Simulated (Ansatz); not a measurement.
# ZnCdS2: computed property card

ZnCdS2:
```
ZnCdS2
1.0
    3.88569     0.00000     0.00000
   -1.94285     3.36511     0.00000
    0.00000     0.00000     6.45693
Zn Cd S
1 1 2
Direct
  0.00000   0.00000   0.99911
  0.33333   0.66667   0.50768
  0.33333   0.66667   0.89173
  0.00000   0.00000   0.35347
```

Space group P3m1 (No. 156); conventional cell a = 3.8857 Å, b = 3.8857 Å, c = 6.4569 Å, α = 90.00°, β = 90.00°, γ = 120.00°.

Method: the program Ansatz at the LDA level (PAW). Structure relaxed to zero pressure with the same functional. Other levels are named where they apply.

Cell and energy:

```json
{
 "volume_per_atom": "21.11 Å³",
 "density": "4.76 g/cm³",
 "Formation energy from the elements (no fitted shifts)": "-0.70 eV/atom"
}
```

Electronic structure:

```json
{
 "band_gap": "1.30 eV (direct)",
 "valence_band_maximum": "at Γ",
 "conduction_band_minimum": "at Γ",
 "electron_effective_mass": "0.13, 0.14, 0.14 mₑ (principal values)",
 "Hole effective mass, band 1 of 2 at the edge": "1.6 along x, 1.7 along z (mₑ)",
 "Hole effective mass, band 2 of 2 at the edge": "0.15 along x, 1.7 along z (mₑ)"
}
```

Mechanics:

```json
{
  "Bulk modulus (Birch–Murnaghan fit)": "73.4 GPa",
  "Pressure derivative B′": "4.4"
}
```

Dielectric response:

```json
{
  "Electronic dielectric constant ε∞ (DFPT)": "6.22 (xx = yy), 6.57 (zz)",
  "Static dielectric constant ε0 (ions relaxed, cell fixed)": "9.11 (xx = yy), 9.45 (zz)",
  "Born charges (a third of the trace)": "Zn +1.99, Cd +2.00, S -2.00 to -1.99 e"
}
```

Phonons:

```json
{
  "Highest zone-centre frequency (without LO–TO term)": "337 cm⁻¹",
  "zone_centre_stability": "no imaginary mode at Γ",
  "dynamical_stability_on_the_path": "stable (no imaginary branch)",
  "zero_point_energy": "36.7 meV/atom",
  "Vibrational entropy at 300 K": "32.7 J/(K·mol of atoms)"
}
```

The first step of the workflow began from a Materials Project structure, measured or hypothetical; the Crystallography Open Database copy checked does not list it. Whether it is the stable phase at ambient conditions was not checked. Symmetry was held in the LDA relaxation. The references are the lowest solids computed at this level, not always the standard phases. Spin–orbit coupling is left out wherever it is not named.

Potentials: the later of the program's two PAW sets.
